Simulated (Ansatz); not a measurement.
LiNbO3 (LiNbO3 type, space group R3c)

```
CELL_PARAMETERS angstrom
      2.59493     1.49819     4.67214
     -2.59493     1.49819     4.67214
      0.00000    -2.99637     4.67214
ATOMIC_POSITIONS crystal
  Li 0.70264 0.70264 0.70264
  Li 0.20264 0.20264 0.20264
  Nb 0.98381 0.98381 0.98381
  Nb 0.48381 0.48381 0.48381
  O  0.62624 0.87386 0.26316
  O  0.87386 0.26316 0.62624
  O  0.26316 0.62624 0.87386
  O  0.76316 0.37386 0.12624
  O  0.37386 0.12624 0.76316
  O  0.12624 0.76316 0.37386
```

A phonon eigenvector at Γ is frozen into this cell: atom i moves by Q times the vector below, so Q is the largest atomic displacement, in Å. The cell is held. It is one choice among 2 degenerate patterns.

```tsv
atom	x	y	z
Li1	-0.592	-0.806	0.000
Li2	0.592	-0.806	0.000
Nb3	0.093	0.010	0.000
Nb4	-0.093	0.010	0.000
O5	-0.144	-0.039	0.191
O6	0.125	0.079	0.059
O7	-0.111	0.253	-0.250
O8	-0.125	0.079	0.059
O9	0.144	-0.039	0.191
O10	0.111	0.253	-0.250
```

These are PBE (plane waves to 420 eV, PAW, scalar-relativistic; Ansatz, a quantum-chemistry and plane-wave program) values and carry that method's errors. k mesh 8×8×8 (Γ-centred), Fermi-Dirac smearing 0.05 eV. The energy includes the smearing's −TS. LiNbO3 is run without spin polarisation. LiNbO3 was relaxed with its symmetry unable to fall. The PAW data are Ansatz's earlier set. ΔE is measured from the undisplaced structure.

```csv
Q (Å),ΔE (meV/cell)
-0.2800,407
-0.2333,271
-0.1867,168
-0.1400,91
-0.0933,withheld
-0.0467,10
0.0000,0
0.0467,9
0.0933,37
0.1400,83
0.1867,147
0.2333,230
0.2800,333
```

Fit a polynomial form (powers 2, 3, 4) to the given rows and predict ΔE at Q = -0.0933.

Least squares on the 12 given rows: ΔE = (4349)·Q² + (-1662)·Q³ + (4712)·Q⁴, in meV/cell with Q in Å; root-mean-square residual 0.5 meV/cell. At -0.0933 the fit gives 40 meV/cell; the calculation gives 40 meV/cell, the same to the digits shown. The quadratic term alone would give 38 meV/cell.

(For displaced atoms, the force is minus the slope of the energy, and its curvature is a force constant, which sets phonon frequencies.)
